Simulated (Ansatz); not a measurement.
# How far is PAW off for TaCuN2?

```xyz
4
Lattice="1.5680 0.9053 5.8127 -1.5680 0.9053 5.8127 0.0000 -1.8106 5.8127" Properties=species:S:1:pos:R:3 pbc="T T T"
Ta    0.0000    0.0000    8.7190
Cu    0.0000    0.0000    0.0000
N     0.0000    0.0000    2.0751
N     0.0000    0.0000   15.3629
```

Atom numbers follow the list: Ta1, Cu2, N3, N4.

The geometry is COD entry 4030363, unchecked; take it as a test cell.

Spin–orbit coupling is left out, though it moves levels of the heavy atoms by tenths of an eV or more.

All numbers are computed: DFT, PBEsol, PAW with Ansatz's default frozen-core files, scalar-relativistic (Ansatz 0.2.0); DFT, PBEsol, all-electron LAPW, scalar-relativistic (Ansatz 0.2.0).

For PAW: a Γ-centred 12×12×12 k mesh, Fermi–Dirac smearing of 0.05 eV, cutoff 420 eV, no spin polarisation; the PAW files were made with PBE, and the program remakes their frozen cores for this functional. LAPW targets a basis error of 1 meV/atom. The Ansatz runs share mesh, smearing and spin set-up. Plane-wave (PAW) pressures include the program's estimate of the Pulay term.

Stress and pressure are positive in compression.

Levels count from the top of the valence band.

PAW results:

| quantity | PAW |
| --- | --- |
| pressure (GPa) | 17.57 |
| stress xx (GPa) | 25.12 |
| stress zz (GPa) | 2.48 |
| force on N3, z (eV/Å) | -6.408 |
| band gap (eV) | 0.853 |
| highest filled level at S2 (eV) | -0.716 |
| lowest empty level at S2 (eV) | 1.033 |
| highest filled level at F (eV) | -0.894 |
| lowest empty level at F (eV) | 2.169 |
| highest filled level at S0 (eV) | -0.716 |
| lowest empty level at S0 (eV) | 1.033 |

(1) What does full-potential LAPW give for the same quantities?

Answers

(1) 
```json
{"quantity": "pressure (GPa)", "LAPW": "17.30"}
{"quantity": "stress xx (GPa)", "LAPW": "24.79"}
{"quantity": "stress zz (GPa)", "LAPW": "2.31"}
{"quantity": "force on N3, z (eV/Å)", "LAPW": "-6.382"}
{"quantity": "band gap (eV)", "LAPW": "0.846"}
{"quantity": "highest filled level at S2 (eV)", "LAPW": "-0.716"}
{"quantity": "lowest empty level at S2 (eV)", "LAPW": "1.027"}
{"quantity": "highest filled level at F (eV)", "LAPW": "-0.899"}
{"quantity": "lowest empty level at F (eV)", "LAPW": "2.164"}
{"quantity": "highest filled level at S0 (eV)", "LAPW": "-0.716"}
{"quantity": "lowest empty level at S0 (eV)", "LAPW": "1.027"}
```
